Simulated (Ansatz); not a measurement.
A geometry of ScAu away from equilibrium: step 10 of the relaxation of a randomly generated symmetric cell of ScAu (space group No. 191). Calculation: PBE (plane waves to 420 eV, PAW, scalar-relativistic; Ansatz, a quantum-chemistry and plane-wave program). Γ-centred k-mesh 9×9×5 on the run's cell (coarser than for final values), Fermi–Dirac smearing 0.05 eV.

```
CELL_PARAMETERS angstrom
      4.86391     0.00000     0.00000
     -2.43196     4.21227     0.00000
      0.00000     0.00000     5.22041
ATOMIC_POSITIONS crystal
  Au 0.00000 0.00000 0.00000
  Au 0.00000 0.00000 0.50000
  Sc 0.33333 0.66667 0.50000
  Sc 0.66667 0.33333 0.50000
```

Question: Which atoms carry the largest force, and which way does it point?

Answer: No atom: all forces are below 0.005 eV/Å; only the cell is out of equilibrium.

Question: What is the pressure?

Answer: +2.2 GPa, compression positive.

No spin polarisation in the result.

The run could not lose the symmetry of its start, so the end can be a saddle point.

All atoms sit on sites fixed by symmetry, so only the cell could relax.

The end of the path is a generated cell of ScAu: the first start was made by a random draw of sites in a space group, and the end was not matched to a known phase here, so it may be hypothetical.
